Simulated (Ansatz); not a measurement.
KI:
```
CELL_PARAMETERS angstrom
      0.00000     3.59117     3.59117
      3.59117     0.00000     3.59117
      3.59117     3.59117     0.00000
ATOMIC_POSITIONS crystal
  K  0.00000 0.00000 0.00000
  I  0.50000 0.50000 0.50000
```

Tensor components refer to the Cartesian frame of this cell.

Problem. Give the high-frequency dielectric tensor and the Born effective charge tensors of the independent atoms from DFPT, PBE in the plane-wave PAW code Ansatz.

Solution. 
ε∞:
```
2.80  0.00  0.00
0.00  2.80  0.00
0.00  0.00  2.80
```
Z* of atom 1 (K), rows: field, columns: displacement, in e:
```
1.16  0.00  0.00
0.00  1.16  0.00
0.00  0.00  1.16
```
Z* of atom 2 (I), rows: field, columns: displacement, in e:
```
-1.16   0.00   0.00
 0.00  -1.16   0.00
 0.00   0.00  -1.16
```

Static charges for comparison (Bader): K1 +0.82, I2 -0.82 e. Born charges measure polarisation by displacement and can exceed these by far.

Space group Fm-3m (rock salt). Symmetry was held in the PBE relaxation; phonons on a q-mesh show no instability. Spin–orbit coupling is left out wherever it is not named.

Potentials: the later of the program's two PAW sets.
